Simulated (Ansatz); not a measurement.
Values for one crystal, relaxed and computed with DFT-PBEsol in the program Ansatz with PAW potentials; other levels are named.

| Quantity | Result |
|---|---|
| Volume per atom | 11.16 Å³ |
| Electronic character | metallic (no gap) |
| Poisson's ratio | 0.22 |
| Formation energy from the elements (no fitted shifts) | -528 meV/atom |
| Mechanical stability | stable (all eigenvalues of C positive) |
| Bulk modulus (Birch–Murnaghan fit) | 2210 kbar |
| Hill bulk and shear moduli | 219 and 150 GPa |

**Question.** Which of these materials gives this?
A. SiRh, P6/mmm (Rh on 3f, Si on 1a, Si on 2d)
B. ZrC, rock salt
C. LaBPd3, cubic perovskite
D. MnSi, P2_13 (Mn on 4a, Si on 4a)

**Answer.** D, MnSi, P2_13 (Mn on 4a, Si on 4a)

Symmetry was held in the PBEsol relaxation. Magnetic state: ferromagnetic, chosen from 4 collinear starts compared on coarse meshes (ties went to the first, and starts can fall back to one state), not a proven ground state. Textbook magnetic order: helical. As this level gives no gap, shear constants depend on the k-mesh and smearing (Fermi–Dirac, 0.1 eV here). The references are the lowest solids computed at this level, not always the standard phases.

Potentials: the later of the program's two PAW sets.
